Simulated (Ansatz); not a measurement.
Ga-69 nuclear quadrupole resonance in La3ZrGa5O14

Cell: a Materials Project structure (computed, not necessarily an observed phase).

Space group P321 (No. 150); a = 8.3557, c = 5.2173 Å, γ = 120.00°.

```
site  Wyckoff  site symmetry       x       y       z
  La       3e            .2.  0.5735  0.0000  0.0000
  Zr       1a            32.  0.0000  0.0000  0.0000
 Ga5       2d            3..  0.3333  0.6667  0.5302
 Ga7       3f            .2.  0.2457  0.0000  0.5000
 O10       6g              1  0.1497  0.2297  0.2454
 O16       2d            3..  0.3333  0.6667  0.1810
 O18       6g              1  0.4585  0.1465  0.3008
```

One atom of each set is listed.

All values are calculated (Ansatz; DFT, PBE, plane waves and PAW, scalar-relativistic, 420 eV cutoff, Γ-centred 3×3×4 k-points, Fermi–Dirac smearing 0.02 eV), not measured.

Ga-69: I = 3/2, Q = 171.0 mb (year-2017 value). Static lattice, zero field.

Problem. At which frequencies do the Ga-69 NQR lines lie?

Solution. For I = 3/2 there is one line, ν = (|C_Q|/2)(1 + η²/3)^½.

```json
{"site": "Ga5", "atoms": "2", "V_zz (10²¹ V/m²)": "-6.02", "C_Q (MHz)": "-24.9", "η": "0.00", "line frequencies (MHz)": "12.4"}
{"site": "Ga7", "atoms": "3", "V_zz (10²¹ V/m²)": "-4.73", "C_Q (MHz)": "-19.6", "η": "0.41", "line frequencies (MHz)": "10.0"}
```

Problem. And for Ga-71 (I = 3/2, Q = 107.0 mb) on Ga5?

Solution. C_Q scales with Q to -15.6 MHz, with lines at 7.78 MHz.

An axis of threefold or higher order runs through Ga5, so V_zz lies along it and η is zero.
